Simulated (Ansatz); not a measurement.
Cu (fcc, Cu type), conventional cell a = 3.629 Å, b = 3.629 Å, c = 3.629 Å, α = 90.00°, β = 90.00°, γ = 90.00°. The calculation uses the primitive cell of 1 atom, to which meshes and values per cell refer.

The volume is varied about the relaxed value V₀ at fixed cell shape. Symmetry pins the atoms to their sites.

Calculation: PBE (plane waves to 420 eV, PAW, scalar-relativistic; Ansatz, a program for electronic structure). k mesh 22×22×22 (Γ-centred), Fermi-Dirac smearing 0.05 eV. The energy includes the smearing's −TS. Stress and pressure are positive under compression. Cu is run without spin polarisation. Cu was relaxed with its symmetry unable to fall. The PAW data are Ansatz's earlier set. ΔE is measured from the relaxed starting cell.

| a (Å) | ΔE (kJ/mol of atoms) | P (GPa) |
|---|---|---|
| 3.5036 | 6.3 | 19.4 |
| 3.5357 | 3.3 | 13.4 |
| 3.5673 | 1.4 | 8.3 |
| 3.5983 | 0.3 | 3.8 |
| 3.6288 | 0.0 | 0.0 |
| 3.6588 | 0.3 | -3.3 |
| 3.6883 | 1.2 | -6.1 |
| 3.7174 | 2.5 | -8.5 |
| 3.7459 | 4.2 | -10.6 |

Summary:

```
Item                                                       Value
-------------------------------------------------  -------------
Pressure at the smallest volume                         19.4 GPa
Energy cost of the largest compression               65 meV/atom
Energy cost of the largest expansion                 43 meV/atom
Bulk modulus B₀ (third-order Birch-Murnaghan fit)        141 GPa
Pressure derivative B₀′ (fit)                                5.1
Equilibrium volume of the fit                      11.95 Å³/atom
Pressure for 5 % compression (fit)                       8.3 GPa
```

The 9 points together took very roughly 60 core-seconds.

(Under strain, the slope of the energy per volume gives the stress and its curvature an elastic modulus.)
